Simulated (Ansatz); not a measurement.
## Mg: energy along a strain

Mg, P6/mmm, a = 3.050 Å, c = 3.045 Å (as given, not relaxed at this level: -0.5 GPa). This isn't the element's structure at ambient conditions. Ansatz: LDA, PAW, 420 eV, Γ-centred 18×18×16 mesh on 1 atom, Gaussian smearing 0.15 eV; no spin polarisation. Cell vectors (Å): 3.050 0.000 0.000; -1.525 2.642 0.000; 0.000 0.000 3.045. The cell is strained by x per cent times the pattern (0 0 0 0 1 0) in the order xx yy zz yz xz xy (engineering shears), with fractional coordinates held. y is the free energy over the start, V0 = 24.535 Å³/atom. Symmetry makes y even in x.

| x (%) | y (meV/atom) |
| --- | --- |
| -6.00 | -2.98 |
| -3.00 | -0.60 |
| 0.00 | 0.00 |
| 1.50 | -0.14 |
| 4.50 | ? |
| 5.25 | -2.16 |

Problem. Fit y = c2 x² + c4 x⁴ to the other rows, get the stiffness along the pattern, and predict the missing energy.

Solution. Least squares on the rows shown. y = −0.06228 x² − 0.0005726 x⁴. The clamped-ion stiffness p·C·p = 2 × -0.6228 eV × 160.2 / 24.535 Å³ = -8.1 GPa, which is C55 in these axes (second derivative at the start, which stands under stress). At x = 4.50 the fit asked for gives -1.50 meV/atom. The run gave -1.50 meV/atom, the same to the digits shown.